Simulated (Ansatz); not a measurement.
**Property card for TaAl**

TaAl:
```
TaAl
1.0
    0.00000     2.64192     2.64192
    2.64192     0.00000     2.64192
    2.64192     2.64192     0.00000
Ta Al
1 1
Cartesian
  0.00000   0.00000   0.00000
  2.64192   2.64192   2.64192
```

Space group Fm-3m (No. 225), rock salt; conventional cell a = b = c = 5.2838 Å, α = β = γ = 90.00°.

Method: the program Ansatz at the PBE level (PAW). Structure relaxed to zero pressure with the same functional. Other levels are named where they apply.

### Cell and energy

```
Property                                                     Result
-----------------------------------------------------  ------------
Volume per atom                                            18.44 Å³
Density                                                  9.36 g/cm³
Formation energy from the elements (no fitted shifts)  0.50 eV/atom
```

### Electronic structure

```
Item                                                                         Value
------------------------------------  --------------------------------------------
Electronic character                                             metallic (no gap)
Density of states at the Fermi level  0.35 states/eV per atom (mean over ±0.08 eV)
Gap with spin–orbit coupling                                       none (metallic)
```

### Mechanics

```
Item                                  Value
----------------------------------  -------
Bulk modulus (Birch–Murnaghan fit)  122 GPa
Pressure derivative B′                  4.0
```

The start of the workflow was typed in or built on a structure type; neither database checked (COD, Materials Project) lists it. Its standing as an ambient phase is unchecked. The PBE relaxation kept the symmetry of its start; whether a distortion lowers the energy is not shown. The run is not spin-polarised. Its formation energy is positive at this level, so the cell may be metastable or incomplete. The references are the lowest solids computed at this level, not always the standard phases. Scalar-relativistic: spin–orbit coupling is off unless named, which matters more the heavier the elements.

Potentials: the earlier of the program's two PAW sets.
